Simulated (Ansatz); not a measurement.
MoI3: computed DOS

```
Mo I
1.0
     5.45207    0.00000    0.00000
     0.00000    5.45207    0.00000
     0.00000    0.00000    5.45207
Mo I
1 3
Direct
  0.00000 0.00000 0.00000
  0.50000 0.00000 0.00000
  0.00000 0.50000 0.00000
  0.00000 0.00000 0.50000
```

The cell was built from the ReO3 type and relaxed in the same program, and has space group Pm-3m; it needn't be a known or the stable phase.

Spin polarisation is left out, and whether a magnetic state lies lower isn't shown here.

No spin–orbit coupling, which matters for the heavy atoms here.

All numbers below come from DFT, PBEsol, all-electron LAPW, scalar-relativistic in Ansatz 0.2.0.

Sampling and basis: a Γ-centred 7×7×7 k mesh, Fermi–Dirac smearing of 0.08 eV, basis error target 1 meV/atom, no spin polarisation.

(1) Which of the resolved shells contributes most within 0.3 eV of the Fermi level?

(2) Where is the centre of the filled Mo 4d states between -14 eV and the top of the filled states?

(3) Tabulate the density of states.

Answers

(1) Mo 4d, with 69 % of all states there; I 5p follows with 27 %.

(2) -2.68 eV from the Fermi level.

(3) States per eV and cell, averaged over 0.4 eV, from -5.8 to 4.0 eV, with energies (bin centres) from the Fermi level; empty bins are left out. The partial columns, the largest 4 alone, are projections on Löwdin-orthogonalised atomic shells (those that the program's projection atoms carry: the occupied ones and, for some elements, an empty d or f shell; other empty shells have no column), summed over atoms of an element. Weights on diffuse s and p shells depend on that basis and aren't pure angular character.
```json
{"E (eV)": "-5.7", "total": "1.82", "I 5p": "1.30", "Mo 4d": "0.20", "I 5s": "0.04", "Mo 5s": "0.24"}
{"E (eV)": "-5.3", "total": "1.71", "I 5p": "1.23", "Mo 4d": "0.27", "I 5s": "0.03", "Mo 5s": "0.14"}
{"E (eV)": "-4.9", "total": "2.33", "I 5p": "1.45", "Mo 4d": "0.83", "I 5s": "0.01", "Mo 5s": "0.02"}
{"E (eV)": "-4.5", "total": "6.81", "I 5p": "5.18", "Mo 4d": "1.52", "I 5s": "0.02", "Mo 5s": "0.00"}
{"E (eV)": "-4.1", "total": "5.63", "I 5p": "4.51", "Mo 4d": "1.02", "I 5s": "0.02", "Mo 5s": "0.01"}
{"E (eV)": "-3.7", "total": "3.49", "I 5p": "2.53", "Mo 4d": "0.91", "I 5s": "0.02", "Mo 5s": "0.01"}
{"E (eV)": "-3.3", "total": "3.52", "I 5p": "2.42", "Mo 4d": "1.05", "I 5s": "0.02", "Mo 5s": "0.01"}
{"E (eV)": "-2.9", "total": "2.52", "I 5p": "1.84", "Mo 4d": "0.63", "I 5s": "0.02", "Mo 5s": "0.01"}
{"E (eV)": "-2.5", "total": "2.22", "I 5p": "1.90", "Mo 4d": "0.26", "I 5s": "0.03", "Mo 5s": "0.01"}
{"E (eV)": "-2.1", "total": "5.64", "I 5p": "4.92", "Mo 4d": "0.60", "I 5s": "0.06", "Mo 5s": "0.01"}
{"E (eV)": "-1.7", "total": "4.89", "I 5p": "4.57", "Mo 4d": "0.25", "I 5s": "0.03", "Mo 5s": "0.00"}
{"E (eV)": "-1.3", "total": "2.68", "I 5p": "2.46", "Mo 4d": "0.19", "I 5s": "0.01", "Mo 5s": "0.00"}
{"E (eV)": "-0.9", "total": "2.18", "I 5p": "1.38", "Mo 4d": "0.77", "I 5s": "0.00", "Mo 5s": "0.00"}
{"E (eV)": "-0.5", "total": "2.14", "I 5p": "0.61", "Mo 4d": "1.47", "I 5s": "0.01", "Mo 5s": "0.01"}
{"E (eV)": "-0.1", "total": "5.20", "I 5p": "1.33", "Mo 4d": "3.61", "I 5s": "0.12", "Mo 5s": "0.03"}
{"E (eV)": "0.3", "total": "8.54", "I 5p": "2.38", "Mo 4d": "5.80", "I 5s": "0.15", "Mo 5s": "0.04"}
{"E (eV)": "0.7", "total": "1.69", "I 5p": "0.42", "Mo 4d": "1.05", "I 5s": "0.11", "Mo 5s": "0.03"}
{"E (eV)": "1.1", "total": "1.05", "I 5p": "0.26", "Mo 4d": "0.58", "I 5s": "0.08", "Mo 5s": "0.04"}
{"E (eV)": "1.5", "total": "1.04", "I 5p": "0.29", "Mo 4d": "0.53", "I 5s": "0.07", "Mo 5s": "0.05"}
{"E (eV)": "1.9", "total": "0.90", "I 5p": "0.29", "Mo 4d": "0.44", "I 5s": "0.05", "Mo 5s": "0.03"}
{"E (eV)": "2.3", "total": "0.90", "I 5p": "0.31", "Mo 4d": "0.42", "I 5s": "0.04", "Mo 5s": "0.03"}
{"E (eV)": "2.7", "total": "0.86", "I 5p": "0.28", "Mo 4d": "0.34", "I 5s": "0.03", "Mo 5s": "0.03"}
{"E (eV)": "3.1", "total": "0.77", "I 5p": "0.24", "Mo 4d": "0.26", "I 5s": "0.02", "Mo 5s": "0.03"}
{"E (eV)": "3.5", "total": "0.78", "I 5p": "0.22", "Mo 4d": "0.22", "I 5s": "0.02", "Mo 5s": "0.02"}
{"E (eV)": "3.9", "total": "1.01", "I 5p": "0.22", "Mo 4d": "0.21", "I 5s": "0.01", "Mo 5s": "0.03"}
```
